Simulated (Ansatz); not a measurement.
An Ansatz (an electronic-structure program) input:

Ansatz 0.2 input:
```yaml
crystal:
  lattice:
    - [0.0, 2.6068030903, 2.6068030903]
    - [2.6068030903, 0.0, 2.6068030903]
    - [2.6068030903, 2.6068030903, 0.0]
  atoms:
    - { symbol: Ca, position: [0.0, 0.0, 0.0] }
    - { symbol: O, position: [0.25, 0.25, 0.25] }
kpoints:
  mp_grid: { grid: [7, 7, 7] }
hamiltonian:
  xc: hse06
  pseudopotentials: { azcp: { folder: ./paw }, kind: paw }
scf:
  n_extra_bands: 6
  occupations: { method: fixed }
output:
  eigenvalues: true
  eigenstates:
    e_range: [-9.0, 13.6]
    kpoints:
      - [0.25, -0.5, -0.25]  # VBM
      - [0.0, 0.0, 0.0]  # CBM
      - [0.0, 0.0, 0.0]  # GAMMA
      - [0.5, 0.0, 0.5]  # X
      - [0.5, 0.5, 0.5]  # L
      - [0.5, 0.25, 0.75]  # W
      - [0.375, 0.375, 0.75]  # K
      - [0.625, 0.25, 0.625]  # U
```

### Question
How many symmetry operations and irreducible k-points will the run report?

### Answer
24 operations, 20 of 343 k-points.

### Question
With a cutoff of 420 eV, how many plane waves at Γ?

### Answer
701.

It took around 70 core-seconds (rough) on shared server cores.

The points marked VBM and CBM come from a semilocal run.

Space group F-43m (zinc blende). The start of the workflow was typed in or built on a structure type; neither database checked (COD, Materials Project) lists it. It is not the phase usual at ambient conditions (space group No. 225). Symmetry was held in the r²SCAN relaxation; whether a distortion lowers the energy is not shown.

Potentials: the earlier of the program's two PAW sets.

Ansatz is a plane-wave DFT program.
